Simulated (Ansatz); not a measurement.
# MgB2: strain and displacement

```
Mg B
1.0
     3.08500    0.00000    0.00000
    -1.54250    2.67169    0.00000
     0.00000    0.00000    3.52300
Mg B
1 2
Direct
  0.00000 0.00000 0.00000
  0.33333 0.66667 0.50000
  0.66667 0.33333 0.50000
```

Atoms are numbered in the order listed.

The cell comes from COD entry 1000026, which wasn't checked; take it as a given geometry.

Method: DFT, LDA, all-electron PAW with datasets made for the crystal, scalar-relativistic in Ansatz 0.2.0.

The runs use a Γ-centred 15×15×12 k mesh, Fermi–Dirac smearing of 0.05 eV, cutoff 320 eV (chosen by the program for this cell), no spin polarisation.

The unchanged cell is at -7.61 GPa.

In a metal, stresses and small energies carry noise from the k mesh.

x, y and z are the Cartesian axes of the cell as listed; fractional coordinates follow a strain, and an engineering shear is twice the off-diagonal strain component.

(1) With this change (equal xy, yz and zx engineering shear strains of -2 %), what becomes of the energy and stress and forces?

(2) With this change (equal xy, yz and zx engineering shear strains of -1 %), what becomes of the energy and stress and forces?

With equal xy, yz and zx engineering shear strains of +1 %: energy change under 1 meV/atom; stress change (xx, yy, zz, yz, xz, xy) 0.06, 0.03, 0.03, -0.59, -0.58, -1.78 GPa, compression positive; change of the force on B3 (0.029, 0.001, 0.001) eV/Å.

(3) With this change (equal xy, yz and zx engineering shear strains of +2 %), what becomes of the energy and stress and forces?

Answers

(1) Energy change +4 meV/atom; stress change (xx, yy, zz, yz, xz, xy) 0.17, 0.07, 0.21, 1.28, 1.27, 3.67 GPa, compression positive; change of the force on B3 (-0.046, 0.002, 0.004) eV/Å.

(2) Energy change under 1 meV/atom; stress change (xx, yy, zz, yz, xz, xy) 0.04, 0.02, 0.05, 0.61, 0.61, 1.81 GPa, compression positive; change of the force on B2 (0.024, -0.001, -0.001) eV/Å.

(3) Energy change +3 meV/atom; stress change (xx, yy, zz, yz, xz, xy) 0.22, 0.11, 0.12, -1.20, -1.20, -3.57 GPa, compression positive; change of the force on B2 (-0.061, -0.002, -0.004) eV/Å.
